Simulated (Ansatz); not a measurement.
Given:

LiPd:
Space group Pm-3m (No. 221); a = b = c = 2.939 Å, α = β = γ = 90.00°

| atom | site | symmetry | x | y | z |
|---|---|---|---|---|---|
| Li | 1a | m-3m | 0.0000 | 0.0000 | 0.0000 |
| Pd | 1b | m-3m | 0.5000 | 0.5000 | 0.5000 |

This is the PBEsol-relaxed structure.

Question: All from the program Ansatz at the PBEsol level (PAW), unless another level is named. Predict the Young's modulus.

Answer: 87.9 GPa.

Question: Predict the elastic constants (relaxed ions, GPa).

Answer: C11 = 110, C12 = 73.2, C44 = 49.0.

The workflow started from an entry of the Crystallography Open Database (COD), which files this formula under 2 space groups. Whether it is the stable phase at ambient conditions was not checked. The cell was relaxed with PBEsol under the symmetry of its start; its stability against distortions is not shown here. No spin polarisation was allowed. As this level gives no gap, shear constants depend on the k-mesh and smearing (Fermi–Dirac, 0.1 eV here).

Potentials: the later of the program's two PAW sets.
